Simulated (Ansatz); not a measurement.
Relaxed CsSnI3 (cubic perovskite):

```
CELL_PARAMETERS angstrom
      6.22445     0.00000     0.00000
      0.00000     6.22445     0.00000
      0.00000     0.00000     6.22445
ATOMIC_POSITIONS crystal
  Cs 0.00000 0.00000 0.00000
  Sn 0.50000 0.50000 0.50000
  I  0.00000 0.50000 0.50000
  I  0.50000 0.50000 0.00000
  I  0.50000 0.00000 0.50000
```

All values below come from r2SCAN (plane waves to 500 eV, PAW, scalar-relativistic; Ansatz, a quantum-chemistry and plane-wave program). k mesh 5×5×5 (Γ-centred), Fermi-Dirac smearing 0.05 eV. On this mesh the relaxed cell isn't quite at rest: it carries a pressure of -0.1 GPa (compression positive) at the zero of the scan. CsSnI3 was relaxed with its symmetry unable to fall. Spin-orbit coupling is left out, though I is heavy. This is a high-temperature form of CsSnI3.

One atom of the cell was then moved (with its periodic images), all else fixed, and the forces (eV/Å) came out as:

| atom | Fx | Fy | Fz |
|---|---|---|---|
| Cs1 | -0.039 | 0.000 | 0.000 |
| Sn2 | 0.015 | 0.000 | 0.000 |
| I3 | 0.014 | 0.000 | 0.000 |
| I4 | 0.005 | 0.000 | 0.000 |
| I5 | 0.005 | 0.000 | 0.000 |

Which atom was moved, and by which vector (Å)?

Cs1, by (0.26, 0.00, 0.00), 0.26 Å in all.

(A displaced cell: forces are minus the slopes of the energy, force constants its curvatures, and phonons follow from these.)
